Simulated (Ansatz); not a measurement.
## Relaxing Au (fcc)

**What was measured.** A measured cell of cubic Au (space group Fm-3m) at 293 K, from the Crystallography Open Database (1988, doi:10.1007/BF01174717), has a = 4.072 Å and 16.88 Å³/atom.

Computed with Ansatz (plane waves, PAW, 420 eV cutoff): PBE, scalar-relativistic, no spin polarisation, Γ-centred 18×18×18 mesh, 0.05 eV Gaussian smearing; PAW files: Ansatz's generated set soft_2.

The start, 1 % over the database's volume:

```
Au
1.0
     0.00000    2.04000    2.04000
     2.04000    0.00000    2.04000
     2.04000    2.04000    0.00000
Au
1
Cartesian
  0.0000 0.0000 0.0000
```

The runs in order:

```tsv
run	level	k-mesh	kind	V (Å³/atom)	P (GPa)	E − E(final) (meV/atom)	gap on the mesh (eV)
1	PBE	18×18×18	fixed cell	16.98	9.5	27.6	metal
2	PBE	18×18×18	fixed cell	18.05	-0.6	0.2	metal
3	PBE	18×18×18	fixed cell	17.98	0.0	0.0	metal
```

The cell is relaxed to zero pressure at this level.

The final structure (symmetry read at 0.01 Å). It takes space group Fm-3m (No. 225, cubic). The conventional cell has a = 4.158 Å, b = 4.158 Å, c = 4.158 Å, α = 90.00°, β = 90.00°, γ = 90.00°. Around Au (site symmetry m-3m) lie 12 Au at 2.94 Å. (Neighbours are counted to 15 % beyond the shortest distance.)

```json
{"atom": "Au", "site": "4a", "symmetry": "m-3m", "x": "0.0000", "y": "0.0000", "z": "0.0000"}
```

- At the final geometry the gap, band path included, is zero (metallic).

**Why it comes out so.**

The calculation's cell holds 19 valence electrons, an odd number. Without magnetic order each band takes two, so one stays part-filled and the crystal must be a metal.

**Comparison.** The computed cell (4.158 Å, 17.98 Å³/atom) differs from the database's by +6.5 % in volume, about +2.1 % in length. PBE usually overestimates volumes, but by less than this. Spin–orbit coupling, left out, also moves the volume of such heavy elements' compounds.

These numbers lack spin–orbit coupling.
